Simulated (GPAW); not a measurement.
## Hf2Pd2Se2Br2O3 and the effect of the dispersion correction

Space group P1 (No. 1). a = 5.761 Å, b = 5.870 Å, c = 6.872 Å, α = 96.27°, β = 102.51°, γ = 95.11°
| atom | site | symmetry | x | y | z |
| --- | --- | --- | --- | --- | --- |
| Hf | 1a | 1 | 0.7454 | 0.3960 | 0.3499 |
| Hf | 1a | 1 | 0.2876 | 0.4532 | 0.5940 |
| Pd | 1a | 1 | 0.9085 | 0.1329 | 0.8485 |
| Pd | 1a | 1 | 0.2525 | 0.9032 | 0.3587 |
| Se | 1a | 1 | 0.6347 | 0.4036 | 0.9372 |
| Se | 1a | 1 | 0.6260 | 0.7817 | 0.5302 |
| Br | 1a | 1 | 0.8527 | 0.9909 | 0.1535 |
| Br | 1a | 1 | 0.2253 | 0.8208 | 0.8622 |
| O | 1a | 1 | 0.9604 | 0.2893 | 0.5903 |
| O | 1a | 1 | 0.4323 | 0.2452 | 0.4086 |
| O | 1a | 1 | 0.0746 | 0.5831 | 0.3668 |

The cell comes from a database or a generator and needn't be the stable form of this composition.

Kept alike: task single point; functional PBE; k mesh 3 × 3 × 2; occupations fermi-dirac, width 0.05 eV; no spin polarisation. Program: GPAW, GPAW PAW data sets (gpaw-data 1.2.1), cutoff 800 eV. The mesh is that of the run's cell of 11 atoms. No spin-orbit coupling.

| dispersion correction | pressure (GPa) |
| --- | --- |
| D3(zero) | -1.45 |
| D3(BJ) | -1.88 |
| D4 | -1.23 |
| none | 0.47 |

The k mesh is coarse, so the values aren't converged. Pressure is positive in compression; the values hold the error of the finite cutoff, so their zero can differ a little from the energy's minimum.

Task: What does the dispersion correction change here?

Result: The pressure runs from -1.88 (D3(BJ)) to 0.47 GPa (none). Dispersion terms mostly attract, so at fixed cell they lower the pressure.
